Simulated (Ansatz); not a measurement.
A relaxation computed with Ansatz, from input to last step.

```yaml
crystal:
  lattice:
    - [6.0200761476, 0.0, 0.0]
    - [-3.0100380738, 5.2135388766, 0.0]
    - [0.0, 0.0, 4.83203996]
  atoms:
    - { symbol: "Y", position: [0.3333333333, 0.6666666667, 0.25] }
    - { symbol: "Y", position: [0.6666666667, 0.3333333333, 0.75] }
    - { symbol: W, position: [0.833, 0.666, 0.25] }
    - { symbol: W, position: [0.167, 0.833, 0.75] }
    - { symbol: W, position: [0.334, 0.167, 0.25] }
    - { symbol: W, position: [0.167, 0.334, 0.75] }
    - { symbol: W, position: [0.833, 0.167, 0.25] }
    - { symbol: W, position: [0.666, 0.833, 0.75] }
basis:
  ecutwfc: 500
kpoints:
  mp_grid: { grid: [3, 3, 4] }
hamiltonian:
  xc: r2scan
scf:
  occupations: { method: gaussian, width: 0.1 }
  lower_state_search: "off"
output:
  forces: true
  stress: true
  eigenvalues: true
relax:
  adjacent_minimum: "off"
  f_tol: 0.04
  max_steps: 70
  cell: { stress_tol: 0.4 }
```

```bash
ansatz run input.yaml --threads 1 --pin off --max-ram 2560MiB --backend cpu --events-out ev --progress --plain --runs-dir out
```

Theory: Ansatz 0.2.0, DFT r2SCAN, scalar-relativistic, plane waves, PAW.

Of 11 frames 10 are shown, positions in Å and forces in eV/Å; the SCF threshold varies from step to step. Steps run on the plane waves of an earlier cell, with a Pulay correction in the pressure. The basis is chosen afresh for the last frame, the zero of the energies, and at times for earlier ones too; energy and pressure step there, also at an unchanged geometry.

```xyz
8
Lattice="6.0201 0.0000 0.0000 -3.0100 5.2135 0.0000 0.0000 0.0000 4.8320" Properties=species:S:1:pos:R:3:forces:R:3 pbc="T T T" step=1 free_energy_over_end_meV_per_atom=418.26 pressure_GPa=-4.87
Y     0.0000    3.4757    1.2080    0.0000    0.0000    0.0000
Y     3.0100    1.7378    3.6240    0.0000    0.0000    0.0000
W     3.0100    3.4722    1.2080    0.0000    1.6444    0.0000
W    -1.5020    4.3429    3.6240   -1.4241    0.8222    0.0000
W     1.5080    0.8707    1.2080   -1.4241   -0.8222    0.0000
W     0.0000    1.7413    3.6240    0.0000   -1.6444    0.0000
W     4.5120    0.8707    1.2080    1.4241   -0.8222    0.0000
W     1.5020    4.3429    3.6240    1.4241    0.8222    0.0000
8
Lattice="5.7855 0.0000 0.0000 -2.8927 5.0104 0.0000 0.0000 0.0000 4.8992" Properties=species:S:1:pos:R:3:forces:R:3 pbc="T T T" step=2 free_energy_over_end_meV_per_atom=280.55 pressure_GPa=18.04
Y     0.0000    3.3402    1.2248    0.0000    0.0000    0.0000
Y     2.8927    1.6701    3.6744    0.0000    0.0000    0.0000
W     2.8927    3.5244    1.2248    0.0000   -0.7933    0.0000
W    -1.6059    4.2674    3.6744    0.6871   -0.3967    0.0000
W     1.2869    0.7430    1.2248    0.6871    0.3967    0.0000
W     0.0000    1.4860    3.6744    0.0000    0.7933    0.0000
W     4.4986    0.7430    1.2248   -0.6871    0.3967    0.0000
W     1.6059    4.2674    3.6744   -0.6871   -0.3967    0.0000
8
Lattice="6.0361 0.0000 0.0000 -3.0181 5.2274 0.0000 0.0000 0.0000 4.9900" Properties=species:S:1:pos:R:3:forces:R:3 pbc="T T T" step=3 free_energy_over_end_meV_per_atom=183.42 pressure_GPa=-3.12
Y     0.0000    3.4849    1.2475    0.0000    0.0000    0.0000
Y     3.0181    1.7425    3.7425    0.0000    0.0000    0.0000
W     3.0181    3.6850    1.2475    0.0000    0.7764    0.0000
W    -1.6823    4.4562    3.7425   -0.6723    0.3882    0.0000
W     1.3357    0.7712    1.2475   -0.6723   -0.3882    0.0000
W     0.0000    1.5424    3.7425    0.0000   -0.7764    0.0000
W     4.7004    0.7712    1.2475    0.6723   -0.3882    0.0000
W     1.6823    4.4562    3.7425    0.6723    0.3882    0.0000
8
Lattice="6.2086 0.0000 0.0000 -3.1043 5.3768 0.0000 0.0000 0.0000 4.8372" Properties=species:S:1:pos:R:3:forces:R:3 pbc="T T T" step=4 free_energy_over_end_meV_per_atom=102.35 pressure_GPa=-0.02
Y     0.0000    3.5846    1.2093    0.0000    0.0000    0.0000
Y     3.1043    1.7923    3.6279    0.0000    0.0000    0.0000
W     3.1043    3.8782    1.2093    0.0000   -0.2991    0.0000
W    -1.8065    4.6275    3.6279    0.2590   -0.1496    0.0000
W     1.2979    0.7493    1.2093    0.2590    0.1496    0.0000
W     0.0000    1.4987    3.6279    0.0000    0.2991    0.0000
W     4.9108    0.7493    1.2093   -0.2590    0.1496    0.0000
W     1.8065    4.6275    3.6279   -0.2590   -0.1496    0.0000
8
Lattice="6.3740 0.0000 0.0000 -3.1870 5.5200 0.0000 0.0000 0.0000 4.6015" Properties=species:S:1:pos:R:3:forces:R:3 pbc="T T T" step=5 free_energy_over_end_meV_per_atom=23.20 pressure_GPa=0.86
Y     0.0000    3.6800    1.1504    0.0000    0.0000    0.0000
Y     3.1870    1.8400    3.4511    0.0000    0.0000    0.0000
W     3.1870    4.0015    1.1504    0.0000    0.0285    0.0000
W    -1.8719    4.7607    3.4511   -0.0247    0.0143    0.0000
W     1.3151    0.7593    1.1504   -0.0247   -0.0143    0.0000
W     0.0000    1.5186    3.4511    0.0000   -0.0285    0.0000
W     5.0589    0.7593    1.1504    0.0247   -0.0143    0.0000
W     1.8719    4.7607    3.4511    0.0247    0.0143    0.0000
8
Lattice="6.5190 0.0000 0.0000 -3.2595 5.6456 0.0000 0.0000 0.0000 4.5496" Properties=species:S:1:pos:R:3:forces:R:3 pbc="T T T" step=7 free_energy_over_end_meV_per_atom=10.60 pressure_GPa=-2.27
Y     0.0000    3.7638    1.1374    0.0000    0.0000    0.0000
Y     3.2595    1.8819    3.4122    0.0000    0.0000    0.0000
W     3.2595    4.1196    1.1374    0.0000    0.1898    0.0000
W    -1.9379    4.8826    3.4122   -0.1644    0.0949    0.0000
W     1.3216    0.7630    1.1374   -0.1644   -0.0949    0.0000
W     0.0000    1.5260    3.4122    0.0000   -0.1898    0.0000
W     5.1974    0.7630    1.1374    0.1644   -0.0949    0.0000
W     1.9379    4.8826    3.4122    0.1644    0.0949    0.0000
8
Lattice="6.5504 0.0000 0.0000 -3.2752 5.6728 0.0000 0.0000 0.0000 4.4344" Properties=species:S:1:pos:R:3:forces:R:3 pbc="T T T" step=8 free_energy_over_end_meV_per_atom=4.07 pressure_GPa=-0.05
Y     0.0000    3.7819    1.1086    0.0000    0.0000    0.0000
Y     3.2752    1.8909    3.3258    0.0000    0.0000    0.0000
W     3.2752    4.1358    1.1086    0.0000    0.1349    0.0000
W    -1.9441    4.9043    3.3258   -0.1168    0.0674    0.0000
W     1.3311    0.7685    1.1086   -0.1168   -0.0674    0.0000
W     0.0000    1.5370    3.3258    0.0000   -0.1349    0.0000
W     5.2193    0.7685    1.1086    0.1168   -0.0674    0.0000
W     1.9441    4.9043    3.3258    0.1168    0.0674    0.0000
8
Lattice="6.6291 0.0000 0.0000 -3.3145 5.7410 0.0000 0.0000 0.0000 4.3557" Properties=species:S:1:pos:R:3:forces:R:3 pbc="T T T" step=9 free_energy_over_end_meV_per_atom=1.70 pressure_GPa=0.85
Y     0.0000    3.8273    1.0889    0.0000    0.0000    0.0000
Y     3.3145    1.9137    3.2667    0.0000    0.0000    0.0000
W     3.3145    4.2023    1.0889    0.0000   -0.1115    0.0000
W    -1.9820    4.9716    3.2667    0.0966   -0.0558    0.0000
W     1.3325    0.7693    1.0889    0.0966    0.0558    0.0000
W     0.0000    1.5387    3.2667    0.0000    0.1115    0.0000
W     5.2966    0.7693    1.0889   -0.0966    0.0558    0.0000
W     1.9820    4.9716    3.2667   -0.0966   -0.0558    0.0000
8
Lattice="6.6298 0.0000 0.0000 -3.3149 5.7416 0.0000 0.0000 0.0000 4.3671" Properties=species:S:1:pos:R:3:forces:R:3 pbc="T T T" step=10 free_energy_over_end_meV_per_atom=1.49 pressure_GPa=0.22
Y     0.0000    3.8277    1.0918    0.0000    0.0000    0.0000
Y     3.3149    1.9139    3.2753    0.0000    0.0000    0.0000
W     3.3149    4.2016    1.0918    0.0000   -0.0396    0.0000
W    -1.9812    4.9716    3.2753    0.0343   -0.0198    0.0000
W     1.3337    0.7700    1.0918    0.0343    0.0198    0.0000
W     0.0000    1.5400    3.2753    0.0000    0.0396    0.0000
W     5.2961    0.7700    1.0918   -0.0343    0.0198    0.0000
W     1.9812    4.9716    3.2753   -0.0343   -0.0198    0.0000
8
Lattice="6.6298 0.0000 0.0000 -3.3149 5.7416 0.0000 0.0000 0.0000 4.3671" Properties=species:S:1:pos:R:3:forces:R:3 pbc="T T T" step=11 free_energy_over_end_meV_per_atom=0.00 pressure_GPa=0.21
Y     0.0000    3.8277    1.0918    0.0000    0.0000    0.0000
Y     3.3149    1.9139    3.2753    0.0000    0.0000    0.0000
W     3.3149    4.2016    1.0918    0.0000   -0.0390    0.0000
W    -1.9812    4.9716    3.2753    0.0338   -0.0195    0.0000
W     1.3337    0.7700    1.0918    0.0338    0.0195    0.0000
W     0.0000    1.5400    3.2753    0.0000    0.0390    0.0000
W     5.2961    0.7700    1.0918   -0.0338    0.0195    0.0000
W     1.9812    4.9716    3.2753   -0.0338   -0.0195    0.0000
```

The start puts this composition into another compound's structure type, which needn't suit it. At the end the space group is P6_3/mmc (tolerance 0.05 Å).

Time: 2.2 min on 1 thread of Arm Neoverse V2, with other jobs on the host, peak memory 0.81 GiB.

The k mesh is coarse. Spin–orbit coupling is left out, which can shift energies with elements as heavy as these.